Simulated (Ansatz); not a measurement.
## BeAu: do energies and stresses tell the same story?

These are results of Ansatz, DFT r2SCAN, scalar-relativistic, plane waves, PAW, not measurements.

Settings: cutoff 500 eV, Γ-centred mesh 8×8×8 on the computed 8-atom cell, Gaussian smearing of 0.10 eV; no spin polarisation.

Relaxed cell: P2_13, a = 4.686 Å, b = 4.686 Å, c = 4.686 Å, α = 90.00°, β = 90.00°, γ = 90.00°, 8 atoms in the primitive cell. Whether it is the stable form of this composition wasn't checked.

Energies at zero smearing and pressures from the stress tensor, at volumes with shape and atoms relaxed:
```csv
V (Å³/atom),E − E(first) (meV/atom),P (GPa)
11.317,0.00,27.69
11.703,-55.71,18.88
12.088,-91.93,11.46
12.474,-111.76,5.25
12.860,-117.84,0.01
13.246,-112.36,-4.39
13.632,-97.20,-8.08
14.146,-64.65,-12.06
```

Q: Check P = −dE/dV between neighbouring volumes, and get the bulk modulus from the pressures alone.

A: With 1 eV/Å³ = 160.2 GPa:
```
middle V (Å³/atom)  −ΔE/ΔV (GPa) mean P (GPa)
            11.510        23.138        23.284
            11.895        15.039        15.167
            12.281         8.236         8.351
            12.667         2.524         2.628
            13.053        -2.275        -2.189
            13.439        -6.296        -6.234
            13.889       -10.137       -10.071
```

The two differ by 0.15 GPa at most. The mean of two end pressures misses the average over a step by about ΔV² P″/12, up to 0.13 GPa here; with that taken off 0.03 GPa remains, from the smearing term (the stress is the derivative of the free energy), the finite cutoff, the mesh or the relaxation's tolerance. Around V = 12.860 Å³/atom, the two neighbours give B = −V ΔP/ΔV = 12.860 × 9.63 / 0.772 = 160.6 GPa, against B0 = 159.2 GPa from the Birch–Murnaghan fit of the energies.

Spin–orbit coupling is left out, which can shift energies with elements as heavy as these.

Cost: 9 runs of about 20 core-minutes in all, on Oxide Virtual Turin-like Processor (Zen 5) (shared hosts).